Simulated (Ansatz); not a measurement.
Starting cell, SiC (wurtzite):

```
SiC
1.0
    3.07590     0.00000     0.00000
   -1.53795     2.66381     0.00000
    0.00000     0.00000     5.04769
Si C
2 2
Cartesian
  1.53795   0.88794   0.00257
  0.00000   1.77587   2.52641
  1.53795   0.88794   3.15324
  0.00000   1.77587   0.62940
```

In this cell atom 2 (Si, nearest neighbour C at 1.883 Å; its periodic images, 3.1 Å or more away, move with it) is moved by s towards the nearest neighbour, unit vector (0.817, -0.471, 0.333); all other atoms and the cell stay fixed.

Level of theory: PBEsol (plane waves to 420 eV, PAW, scalar-relativistic; Ansatz, a quantum-chemistry and plane-wave program). k mesh 10×10×5 (Γ-centred), Fermi-Dirac smearing 0.05 eV. Stress and pressure are positive under compression. SiC was relaxed with its symmetry unable to fall. 

```
s (Å)   P (GPa)
------  -------
-0.190     1.64
-0.152        ?
-0.114     0.67
-0.076     0.31
-0.038     0.09
0.000      0.01
0.038         ?
0.076      0.43
0.114      1.01
0.152      1.88
0.190      3.09
```

Q: Fill in the missing entries.

A: 
- -0.152, P (GPa): 1.12
- 0.038, P (GPa): 0.11

(For displaced atoms, the force is minus the slope of the energy, and its curvature is a force constant, which sets phonon frequencies.)
